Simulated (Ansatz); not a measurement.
Y (hcp, Mg type)

```
Y
1.0
    3.68257     0.00000     0.00000
   -1.84129     3.18920     0.00000
    0.00000     0.00000     5.69848
Y
2
Direct
  0.33333   0.66667   0.75000
  0.66667   0.33333   0.25000
```

The volume is varied about the relaxed value V₀ at fixed cell shape. Symmetry pins the atoms to their sites.

Level of theory: r2SCAN (plane waves to 500 eV, PAW, scalar-relativistic; Ansatz, a program for electronic structure). k mesh 15×15×8 (Γ-centred), Fermi-Dirac smearing 0.05 eV. Compression counts positive. Y is run without spin polarisation. Y was relaxed with its symmetry unable to fall.

At one point of the scan the stress tensor (GPa) is:

```
    9.2      0.0      0.0
    0.0      9.2      0.0
    0.0      0.0      8.8
```

Q: Which point is it?
A. V/V₀ = 0.840
B. V/V₀ = 0.920
C. V/V₀ = 0.880
D. V/V₀ = 0.960

A: A, V/V₀ = 0.840

(Under strain, the slope of the energy per volume gives the stress and its curvature an elastic modulus.)
